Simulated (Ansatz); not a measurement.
Li6MgBr8:
```
Li6MgBr8
1.0
    0.00000     5.48985     5.48985
    5.48985     0.00000     5.48985
    5.48985     5.48985     0.00000
Li Mg Br
6 1 8
Direct
  0.00000   0.50000   0.00000
  0.50000   0.00000   0.00000
  0.50000   0.00000   0.50000
  0.00000   0.50000   0.50000
  0.00000   0.00000   0.50000
  0.50000   0.50000   0.00000
  0.00000   0.00000   0.00000
  0.25000   0.25000   0.25000
  0.75000   0.75000   0.75000
  0.24329   0.75671   0.24329
  0.75671   0.24329   0.75671
  0.24329   0.75671   0.75671
  0.75671   0.24329   0.24329
  0.24329   0.24329   0.75671
  0.75671   0.75671   0.24329
```

r²SCAN in the plane-wave PAW code Ansatz gives a gap of 5.57 eV without spin–orbit coupling, maximum on the K–Γ line, 78 % of the way from K, minimum at Γ.

What happens when spin–orbit coupling is switched on?

The gap decreases by 0.17 eV, to 5.40 eV; maximum at Γ, minimum at Γ.

Give the electron effective mass with spin–orbit coupling.

0.34 mₑ (isotropic).

Give the hole effective mass with spin–orbit coupling, band 1 of 2 at the edge.

1.6 along [100], 3.7 along [110], 5.4 along [111] (mₑ).

Give the hole effective mass with spin–orbit coupling, band 2 of 2 at the edge.

0.63 along [100], 0.52 along [110], 0.49 along [111] (mₑ).

Space group Fm-3m. The workflow started from a Materials Project entry (that database holds measured and hypothetical structures alike); the Crystallography Open Database copy checked does not list it. Its standing as an ambient phase is unchecked. The cell was relaxed with r²SCAN under the symmetry of its start; whether a distortion lowers the energy is not shown.

Potentials: the later of the program's two PAW sets.
